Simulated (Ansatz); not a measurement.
# Structure relaxation, ScOF

The relaxed structure here is a generated cell of ScOF: the first start was made by placing the elements on the sites of a structure type, and the end was not matched to a known phase here, so it may be hypothetical.

The start is a generated cell, ScOF placed in the AFLOW prototype ABC_hP3_187_a_d_f (as in BaSbPt). Cell shape, volume and atoms are optimised at zero target pressure with PBEsol (plane waves to 420 eV, PAW, scalar-relativistic; Ansatz, a program for electronic structure). First-step values are on the input's coarse k-mesh.

Ansatz input (later rounds restart from its end on a renewed k-mesh):
Ansatz 0.2 input:
```yaml
crystal:
  lattice:
    - [3.3339281, 0, 0]
    - [-1.6669641, 2.8872664, 0]
    - [0, 0, 3.5904972]
  atoms:
    - { symbol: Sc, position: [0, 0, 0] }
    - { symbol: O, position: [0.33333333, 0.66666667, 0.5] }
    - { symbol: F, position: [0.66666667, 0.33333333, 0.5] }
basis: { ecutwfc: 420, ecutrho_ratio: 4, xc_grid: 2, fft_grid_basis: typed }
kpoints: { mp_grid: { grid: [8, 8, 7] } }
hamiltonian:
  xc: pbesol
  dispersion: none
  pseudopotentials: { kind: paw }
scf: { occupations: { method: fermi_dirac, width: 0.05 } }
relax: { f_tol: 0.01, max_steps: 100, cell: { stress_tol: 0.02 } }
output: { forces: true, stress: true }
```

```json
{
 "initial_pressure": "+4 GPa (positive: the cell is compressed)",
 "outcome": "The space group stays P-6m2 (No. 187) (the run could not lower it), with 3 atoms in the primitive cell",
 "energy_released": "1.16 eV/atom",
 "band_gap_at_the_end": "zero (metallic)",
 "optimiser_moves": "15"
}
```

Final values are on a 15×15×17 k-mesh of the relaxed cell. No spin polarisation in the result. No Hubbard U is applied.

The run could not lose the symmetry of its start: the end is stationary, and may be a saddle point rather than a minimum.

All atoms sit on sites fixed by symmetry, so only the cell could relax.
